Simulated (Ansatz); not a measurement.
BaTe:
```yaml
crystal:
  lattice:
    - [0.00000, 3.53167, 3.53167]
    - [3.53167, 0.00000, 3.53167]
    - [3.53167, 3.53167, 0.00000]
  atoms:
    - { symbol: Ba, position: [0.00000, 0.00000, 0.00000] }
    - { symbol: Te, position: [0.50000, 0.50000, 0.50000] }
```

Tensor components refer to the Cartesian frame of this cell.

Task: Give the high-frequency dielectric tensor and the Born effective charge tensors of the independent atoms from DFPT, the program Ansatz at the r²SCAN level (PAW).

Result: 
ε∞:
```
5.31  0.00  0.00
0.00  5.31  0.00
0.00  0.00  5.31
```
Z* of atom 1 (Ba), rows: field, columns: displacement, in e:
```
2.53  0.00  0.00
0.00  2.53  0.00
0.00  0.00  2.53
```
Z* of atom 2 (Te), rows: field, columns: displacement, in e:
```
-2.53   0.00   0.00
 0.00  -2.53   0.00
 0.00   0.00  -2.53
```

Static charges for comparison (Bader): Ba1 +1.43, Te2 -1.43 e. Born charges measure polarisation by displacement and can exceed these by far.

Space group Fm-3m (rock salt). The r²SCAN relaxation kept the symmetry of its start. Scalar-relativistic: spin–orbit coupling is off unless named, which matters more the heavier the elements.

Potentials: the later of the program's two PAW sets.
